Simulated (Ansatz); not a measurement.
HfN: comparing deformations

Method: DFT PBEsol, scalar-relativistic, plane waves, PAW in Ansatz. Settings: plane waves to 420 eV, k-mesh 22×22×22 (Γ-centred), Gaussian smearing 0.15 eV. Spin–orbit coupling is left out, which can shift energies with elements as heavy as these. No spin polarisation. Energies are free energies at this smearing, counted from the undisturbed cell; pressure is positive in compression.

The undisturbed cell (relaxed at this level):

```
Hf N
1.0
     0.00000    2.25078    2.25078
     2.25078    0.00000    2.25078
     2.25078    2.25078    0.00000
Hf N
1 1
Direct
  0.00000 0.00000 0.00000
  0.50000 0.50000 0.50000
```

The cell is strained by ε times a Voigt pattern (xx, yy, zz, yz, xz, xy; engineering shear) with fractional coordinates fixed. τ = (1/V0) dE/dε comes from the stress tensor. Of each scan, only the three points used here are listed.

| pattern | ε | τ (GPa) |
| --- | --- | --- |
| (1, 1, 0, 0, 0, 0) | -0.0250 | -42.65 |
| (1, 1, 0, 0, 0, 0) | 0.0000 | -0.01 |
| (1, 1, 0, 0, 0, 0) | 0.0250 | 32.36 |
| (0, 0, 1, 0, 0, 0) | -0.0250 | -18.40 |
| (0, 0, 1, 0, 0, 0) | 0.0000 | 0.00 |
| (0, 0, 1, 0, 0, 0) | 0.0250 | 13.60 |
| (0, 0, 0, 1, 0, 0) | -0.0150 | -1.88 |
| (0, 0, 0, 1, 0, 0) | 0.0000 | 0.00 |
| (0, 0, 0, 1, 0, 0) | 0.0150 | 1.88 |

**Question.** Which constants do the scans give, and which deformation costs least for the same size of strain tensor?

**Answer.** The slope dτ/dε at zero (parabola through three points) is pᵀCp: (1, 1, 0, 0, 0, 0) gives 2(C11 + C12) = 1500 GPa; (0, 0, 1, 0, 0, 0) gives C11 = 640 GPa; (0, 0, 0, 1, 0, 0) gives C44 = 125 GPa. The size of the strain tensor, ε:ε, is ε² times 2.0, 1.0, 0.5. Per unit of it the stiffnesses are 750, 640, 250 GPa, so (0, 0, 0, 1, 0, 0) is the softest of these: at ε:ε = (1 %)² the quadratic term costs 0.89 meV/atom against 2.67 for the stiffest.

**Question.** What else follows for this cubic crystal?

**Answer.** From the unrounded slopes C11 = 640.2 and C12 = 110.0 GPa, so B = (C11 + 2 C12)/3 = 287 GPa and the Poisson ratio for a pull along a cube edge is C12/(C11 + C12) = 0.15.

**Question.** How anisotropic is this cubic crystal?

**Answer.** Zener's ratio 2 C44/(C11 − C12) = 0.47; it is 1 for an isotropic solid.

In a metal these slopes depend on the k mesh and the smearing.